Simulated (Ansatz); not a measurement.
ScIn3: how the energy converges with the cutoff

ScIn3, Pm-3m, a = 4.460 Å. The structure is a COD entry; whether it is the stable form wasn't checked. Ansatz: PBEsol, PAW, cutoff varied, Γ-centred 10×10×10 mesh on 4 atoms, Gaussian smearing 0.10 eV; no spin polarisation. Single points at one geometry, the cutoff alone changed; ΔE is the energy at zero smearing over the run at 500 eV. The runs up to 350 eV lie under the cutoff recommended for these PAW datasets.

| cutoff (eV) | ΔE (meV/atom) |
| --- | --- |
| 250 | ? |
| 300 | 60.64 |
| 350 | 2.91 |
| 420 | 0.81 |

**Question.** Assume ΔE falls exponentially with the cutoff, fit y = ln ΔE against x, the cutoff in eV, to the other rows, and predict the missing value.

**Answer.** y = 4.105, 1.068, -0.211. Means x = 356.7, y = 1.6540; Σ(Δx)² = 7267, ΣΔxΔy = -253.1; the slope is their ratio. y = 14.08 − 0.03483 x, a factor of ten per 66 eV. At 250 eV this gives ΔE = 215.40 meV/atom. The run gave 778.29, a ratio of 0.28. Between neighbouring rows the decay runs from a factor of ten per 38 eV to one per 126 eV, so one exponential is only a rough guide. The fast fall gives way to a slow tail, so a fit to low cutoffs promises convergence too early.